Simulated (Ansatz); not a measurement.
Ta2O5:
```cif
data_O5Ta2
_chemical_formula_sum 'Ta2 O5'
_space_group_name_H-M_alt 'Pmmm'
_space_group_IT_number 47
_space_group_name_Hall '-P 2 2'
_cell_length_a 3.66927
_cell_length_b 3.85793
_cell_length_c 6.43150
_cell_angle_alpha 90.000
_cell_angle_beta 90.000
_cell_angle_gamma 90.000
loop_
_space_group_symop_operation_xyz
  'x, y, z'
  '-x, -y, -z'
  '-x, -y, z'
  'x, y, -z'
  'x, -y, -z'
  '-x, y, z'
  '-x, y, -z'
  'x, -y, z'
loop_
_atom_site_label
_atom_site_type_symbol
_atom_site_symmetry_multiplicity
_atom_site_Wyckoff_symbol
_atom_site_fract_x
_atom_site_fract_y
_atom_site_fract_z
_atom_site_occupancy
Ta1 Ta 1 d 0.50000 0.00000 0.50000 1
Ta2 Ta 1 a 0.00000 0.00000 0.00000 1
O1 O 1 h 0.50000 0.50000 0.50000 1
O2 O 2 q 0.00000 0.00000 0.32075 1
O3 O 1 e 0.00000 0.50000 0.00000 1
O4 O 1 b 0.50000 0.00000 0.00000 1
```

Relaxed with PBEsol.

Question: Give the optical modes at the zone centre with their infrared activity from DFPT, DFT-PBEsol in the program Ansatz with PAW potentials.

Answer: Transverse frequencies, without the LO–TO term; a row sums one degenerate level.

```csv
ω (cm⁻¹),degeneracy,IR ((D/Å)²/amu),activity,symmetry
395i,1,16.78,IR,B1u
293i,1,68.28,IR,B3u
270i,1,37.47,IR,B2u
144i,1,25.33,IR,B1u
54,1,5.99,IR,B2u
91,1,0.09,IR,B1u
104,1,2.81,IR,B3u
160,1,93.20,IR,B2u
200,1,12.85,IR,B3u
207,1,0.69,IR,B1u
276,1,0.00,IR-inactive,B2g
300,1,0.00,IR-inactive,B3g
304,1,5.91,IR,B3u
382,1,23.94,IR,B1u
441,1,26.59,IR,B2u
583,1,65.14,IR,B2u
773,1,0.00,IR-inactive,Ag
873,1,68.12,IR,B3u
```

Question: How high does the top mode go among those that the LO–TO term moves?

Answer: 1039 cm⁻¹ for q along x, 923 cm⁻¹ for q along y, 589 cm⁻¹ for q along z.

The workflow started from a Materials Project entry (that database holds measured and hypothetical structures alike); the Crystallography Open Database copy checked does not list it. COD files the formula under space group No. 49, so this cell is another polymorph or a model. Whether it is the stable phase at ambient conditions was not checked. The PBEsol relaxation kept the symmetry of its start. At this level the phase is dynamically unstable (imaginary phonons). No spin polarisation was allowed. Spin–orbit coupling is left out wherever it is not named.

Potentials: the earlier of the program's two PAW sets.
